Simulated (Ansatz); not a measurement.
YAl$_{2}$Si$_{2}$ in space group P-3m1 (No. 164; Y on 1a, Al on 2d, Si on 2d), plane-wave PAW PBE (Ansatz code), all energies at zero smearing, with the estimated change up to a 700 eV cutoff added, with one set of potentials and settings (totals compare only within such a set). Cell of 5 atoms (1 Y, 2 Al, 2 Si): -6197.223 eV.

| element | reference phase | E (eV/atom) |
|---|---|---|
| Y | P6_3/mmc, 2 atoms in the cell | -3848.6668 |
| Al | Fm-3m, 1 atoms in the cell | -537.5049 |
| Si | Fd-3m, 2 atoms in the cell | -635.8096 |

Formation energy per atom, worked out: (-6197.223 − 1×(-3848.6668) − 2×(-537.5049) − 2×(-635.8096))/5 = -0.385 eV/atom (-37 kJ per mol of atoms), at 0 K, without zero-point energy or fitted corrections.

The first step of the workflow began from a Materials Project structure, measured or hypothetical; the Crystallography Open Database files this formula in space group No. 164, but the cells were not matched. Its standing as an ambient phase is unchecked. Symmetry was held in the PBE relaxation; its stability against distortions is not shown here. The run is not spin-polarised. The references are the lowest solids computed at this level, not always the standard phases.

Potentials: the later of the program's two PAW sets.
